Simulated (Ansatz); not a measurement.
Input:

AlAs (zinc blende), conventional cell a = b = c = 5.7281 Å, α = β = γ = 90.00°. The calculation uses the primitive cell of 2 atoms, to which meshes and values per cell refer.

The volume is varied about the relaxed value V₀ at fixed cell shape. Symmetry pins the atoms to their sites.

The numbers are results of PBE (plane waves to 420 eV, PAW, scalar-relativistic; Ansatz, a quantum-chemistry and plane-wave program), not measurements. k mesh 10×10×10 (Γ-centred), Fermi-Dirac smearing 0.05 eV. Energies are smeared free energies. Stress and pressure are positive under compression. AlAs was relaxed with its symmetry unable to fall. The PAW data are Ansatz's earlier set. The zero of ΔE is the relaxed starting cell.

The scan covers V/V₀ from 0.900 to 1.100 in 13 points.

Task: What pressure does the cell carry at V/V₀ = 0.900?

Result: 8.86 GPa.

Task: What is ΔE at V/V₀ = 0.900?

Result: 59.3 meV/atom.

Task: What is ΔE at V/V₀ = 1.100?

Result: 41.5 meV/atom.

(Under strain, the slope of the energy per volume gives the stress and its curvature an elastic modulus.)
